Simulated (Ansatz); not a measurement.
## Structure types of Hg at a series of pressures

All-electron LAPW in Ansatz 0.2.0 under LDA, scalar-relativistic, energies extrapolated to zero smearing, no spin–orbit coupling; spin polarisation is left out. At each pressure a set of structure types was relaxed with symmetry kept. The table gives H = E + pV above the lowest type of that row in meV/atom (up to 5 of noise); a dash means not tried or turned into another type. Real phases may be missing from the set: fcc wasn't tried throughout, and may lie lower. k spacings are near 0.17 to 0.21 Å⁻¹, smearing 0.05 to 0.1 eV.

Q: Among hcp, bcc, diamond, beta tin, sc, omega, which leads at 9.5, 26, 130, 300, 690 GPa?

A: hcp at 9.5 GPa; hcp at 26 GPa; hcp at 130 GPa; hcp at 300 GPa; hcp at 690 GPa.

| p (GPa) | V of the lowest (Å³/atom) | hcp | bcc | diamond | beta tin | sc | omega |
| --- | --- | --- | --- | --- | --- | --- | --- |
| 9.5 | 19.55 | 0 | 14 | 789 | – | 93 | 19 |
| 26 | 17.54 | 0 | 46 | 1534 | 190 | – | 65 |
| 130 | 13.47 | 0 | 144 | 4731 | 798 | – | 252 |
| 300 | 11.28 | 0 | 208 | – | 1465 | 2139 | – |
| 690 | 9.20 | 0 | 260 | 14371 | – | 3787 | – |
